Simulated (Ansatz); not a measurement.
# TeAs (Fm-3m), stationary points along a deformation path

These are results of DFT r2SCAN, scalar-relativistic, plane waves, PAW (Ansatz), not measurements. The runs took a 500 eV cutoff, a Γ-centred 16×16×16 mesh and Gaussian smearing (0.15 eV). No spin polarisation. Energies are free energies at this smearing, counted from the undisturbed cell; pressure is positive in compression.

Reference structure (as given, not relaxed at this level; it stands at -1.1 GPa, and it needn't be the usual structure):

```
Te As
1.0
     0.00000    2.96767    2.96767
     2.96767    0.00000    2.96767
     2.96767    2.96767    0.00000
Te As
1 1
Direct
  0.50000 0.50000 0.50000
  0.00000 0.00000 0.00000
```

At fixed volume and fractional coordinates, lengths along (0.577, 0.577, 0.577) are scaled against those across it; ρ is that ratio over its starting value. V = 26.136 Å³/atom. Δσ is the stress along the axis less the mean stress across it (compression positive).

```csv
ρ,ΔE (meV/atom),Δσ (GPa),space group
0.500,463.6,0.00,Pm-3m
0.600,367.9,10.05,R-3m
0.710,164.7,9.83,R-3m
0.850,34.9,3.75,R-3m
0.930,7.5,1.86,R-3m
1.000,0.0,0.00,Fm-3m
1.080,9.9,-2.39,R-3m
1.200,57.7,-6.15,R-3m
1.410,234.3,-13.80,R-3m
1.700,527.5,-13.00,R-3m
2.000,680.8,-2.41,R-3m
```

Q: How does the stress give the slope of the energy, and where is the energy stationary?

A: Along the path d ln(length) is 2/3 d ln ρ on the axis and −1/3 d ln ρ across it, so dE/d ln ρ = −(2/3) V Δσ: the energy falls with ρ where Δσ is positive. Δσ vanishes or changes sign at ρ = 0.500 (Pm-3m, an end of the scan), at 463.6 meV/atom; at ρ = 1.000 (Fm-3m), a minimum at 0.0 meV/atom. Pairs of stationary points between two samples would go unseen, and could change a minimum read from distant neighbours into a maximum. At ρ = 0.500, 1.000 the cell is cubic, where symmetry alone makes the stress isotropic and the slope zero.

Q: Which shear constant sets the curvature at ρ = 1?

A: For a cubic crystal E/V = (2/3) C (ln ρ)² with C = C44, so Δσ = −2C ln ρ. The parabola of Δσ against ln ρ through ρ = 0.930, 1 and 1.080 gives C ≈ 14.1 GPa with the ions clamped, rough because the steps are large. It is the stress–strain coefficient at this cell's pressure of -1.1 GPa, not the zero-pressure constant.

In a metal these slopes depend on the k mesh and the smearing.

Cost: 11 runs of about 9.5 core-minutes in all, on Arm Neoverse V1 (shared hosts).